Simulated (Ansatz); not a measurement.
The cell below belongs to a search over invented structures; it isn't taken from experiment.

Input and command of a plane-wave DFT calculation in Ansatz:

```yaml
crystal:
  lattice:
    - [6.2139784235, 0.0, 0.0]
    - [0.0, 6.2139784235, 0.0]
    - [0.0, 0.0, 7.5233983888]
  atoms:
    - { symbol: Na, position: [0.5, 0.5, 0.3021122358] }
    - { symbol: Na, position: [0.5, 0.5, 0.6978877642] }
    - { symbol: Na, position: [0.0, 0.0, 0.6978877642] }
    - { symbol: Na, position: [0.0, 0.0, 0.3021122358] }
    - { symbol: Na, position: [0.8005328371, 0.3005328371, 0.0] }
    - { symbol: Na, position: [0.1994671629, 0.6994671629, 0.0] }
    - { symbol: Na, position: [0.3005328371, 0.1994671629, 0.0] }
    - { symbol: Na, position: [0.6994671629, 0.8005328371, 0.0] }
    - { symbol: Al, position: [0.0, 0.5, 0.5] }
    - { symbol: Al, position: [0.5, 0.0, 0.5] }
    - { symbol: O, position: [0.5, 0.5, 0.0], spin: 1.0 }
    - { symbol: O, position: [0.0, 0.0, 0.0], spin: 1.0 }
basis:
  ecutwfc: 420
kpoints:
  mp_grid: { grid: [4, 4, 2] }
hamiltonian:
  xc: pbe
scf:
  occupations: { method: gaussian, width: 0.1 }
  lower_state_search: "off"
output:
  forces: true
  stress: true
  eigenvalues: true
  populations: true
magnetization:
  spin_polarized: true
```

```bash
ansatz run input.yaml --threads 1 --pin off --max-ram 2560MiB --backend cpu --events-out ev --progress --plain --runs-dir out
```

Processor: Intel(R) Xeon(R) Processor @ 2.70GHz, 1 thread, on a host shared with other jobs.

**Question.** Estimate time, memory and problem size.

**Answer.** About 65 s, peak memory 0.71 GiB. It solves 58 bands at 12 k points (after reduction by symmetry) with about 5709 plane waves, in 17 SCF iterations.
